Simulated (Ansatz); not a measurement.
HfO₂ (fluorite, Fm-3m) at seven volumes, plane-wave PAW PBE (Ansatz code), scaled uniformly. One row is withheld.

```tsv
V (Å³/atom)	P (GPa)
10.045	28.28
10.376	17.33
10.707	?
11.038	0.01
11.369	-6.81
11.700	-12.67
12.032	-17.67
```

Question: Fit the shown pressures and predict the withheld one.

Answer: P = (3/2)B₀(x^(7/2) − x^(5/2))[1 + (3/4)(B′ − 4)(x − 1)] with x = (V₀/V)^(2/3). Least squares on the six rows gives V₀ = 11.038 Å³/atom, B₀ = 246 GPa, B′ = 4.21. At V = 10.707, x = 1.0205 and P = 7.99 GPa. The run itself gave 7.99 GPa.

This is a known high-temperature phase of the composition, computed here at zero pressure and temperature. The PBE relaxation kept the symmetry of its start; whether a distortion lowers the energy is not shown. The run is not spin-polarised. Spin–orbit coupling is left out wherever it is not named.

Potentials: the later of the program's two PAW sets.
